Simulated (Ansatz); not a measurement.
# Cold compression of CdF₂

```
CELL_PARAMETERS angstrom
0.00000 2.69400 2.69400
2.69400 0.00000 2.69400
2.69400 2.69400 0.00000
ATOMIC_POSITIONS crystal
Cd 0.00000 0.00000 0.00000
F 0.25000 0.25000 0.25000
F 0.75000 0.75000 0.75000
```

The base volume is that of a database entry, so it needn't be at zero pressure; the structure needn't be the stable phase, at rest or compressed.

Its volume is scaled at fixed shape and fractional positions.

Level of theory: DFT with LDA, scalar-relativistic, in Ansatz 0.2.0; a Γ-centred 9×9×9 k mesh, Fermi–Dirac smearing of 0.03 eV, no spin polarisation. LAPW: all electrons, basis error target 1 meV/atom; PAW: frozen-core files, cutoff 420 eV; crystal datasets: all electrons, by PAW datasets that the program makes for each cell.

Energies are extrapolated to zero smearing and count from the unscaled cell; pressure is positive in compression; gaps take the mesh and a band path. No temperature or zero-point motion is included.

The PAW files were made under PBE.

```
V/V0  V (Å³/atom)  P LAPW (GPa)  ΔE LAPW (eV/atom)  P PAW − LAPW (GPa)  ΔE PAW − LAPW (meV/atom)  gap (eV)
1.00        13.03         -5.67              0.000               -0.03                       0.0      2.80
0.85        11.08         18.66              0.057               -0.11                      -0.7      3.38
0.70         9.12          81.3              0.606               -0.18                      -2.6      3.98
0.40         5.21             ?              8.434                2.16                       5.3      4.70
```

Task: Give the missing entry: row "0.40", column "P LAPW (GPa)".

Result: 844.6.

Task: At the smallest volume, how far do crystal datasets lie from LAPW in pressure?

Result: crystal datasets: 0.00 GPa, on a LAPW pressure of 844.6 GPa.

Task: How do the Löwdin populations by LAPW change from the unscaled cell to the last row?

Result: Cd 5s 0.49 → 0.45, Cd 4d 9.99 → 9.92, F 2s 1.95 → 1.88, F 2p 5.73 → 5.84 electrons an atom. These are projections on the shells that the free atoms fill; 0.15 e a cell lies outside them at the start and 0.22 e at the end.
